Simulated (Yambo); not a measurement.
G0W0@PBEsol for HgO (space group P3_121, No. 152) in Yambo. Reference settings: 3×3×1 Γ-centred k mesh, bands 25 to 330 and a 7 Ry block in the screening, 330 bands in G with the Bruneval-Gonze terminator, plasmon pole fitted at 27.2 eV. The PBEsol gap Γ → Γ on this mesh is 1.49 eV; G0W0 gaps are taken between the same points.

With and without the terminator, as bands are cut:

```csv
bands in G (in W),"gap, terminator (eV)","gap, none (eV)","valence shift, terminator (eV)","valence shift, none (eV)"
152 (330),2.565,2.645,-0.281,0.345
228 (330),2.555,2.601,-0.288,0.108
330 (330),2.559,2.599,-0.300,-0.071
```

Over this range the gap spans 0.010 eV with the terminator and 0.046 eV without, the valence shift 0.019 eV and 0.416 eV. Neither column has reached its limit for certain.

Spin-orbit coupling is included.

Geometry relaxed with PBE+D3(BJ); primitive cell a = 3.651 Å, b = 3.651 Å, c = 8.829 Å, α = 90.00°, β = 90.00°, γ = 120.00°.

The structure is a Materials Project entry; no match was found in the copy of COD used, and its stability was not checked.

A shift is the quasiparticle energy of the state minus its PBEsol energy.
